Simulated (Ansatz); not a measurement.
## Two states of EuIO

```xyz
6
Lattice="4.0409 0.0000 0.0000 0.0000 4.0409 0.0000 0.0000 0.0000 9.2961" Properties=species:S:1:pos:R:3 pbc="T T T"
Eu    0.0000    2.0204    1.1155
Eu    2.0204    0.0000    8.1806
O     0.0000    0.0000    0.0000
O     2.0204    2.0204    0.0000
I     0.0000    2.0204    6.2749
I     2.0204    0.0000    3.0212
```

Method: r2SCAN; PAW, plane waves to 500 eV, 6×6×3 Γ-centred mesh, fermi-dirac occupations (width 0.1 eV) (Ansatz 0.2.0), atoms fixed.

State A: Eu1 up, Eu2 down (collinear spin). State B: Eu1 down, Eu2 down (collinear spin).

**Question.** Compare the two self-consistent states.

**Answer.** State B is lower by 7.0 meV an atom at zero smearing; in free energy at this smearing B lies -7.7 meV an atom from A. So small a gap isn't resolved on this mesh where a state is a metal.

```csv
state,free energy (meV/atom),largest moment in a small sphere (μB),net moment (μB/cell),gap on mesh (eV),pressure (GPa),largest force (eV/Å)
A,7.7,6.05,0.00,metal,0.0,0.12
B,0.0,6.07,12.07,metal,0.0,0.10
```

Origin: a database entry at a rescaled volume. Caveats: semilocal functionals often miss the gap of such magnets; f shells without a U or exact exchange are poorly placed.
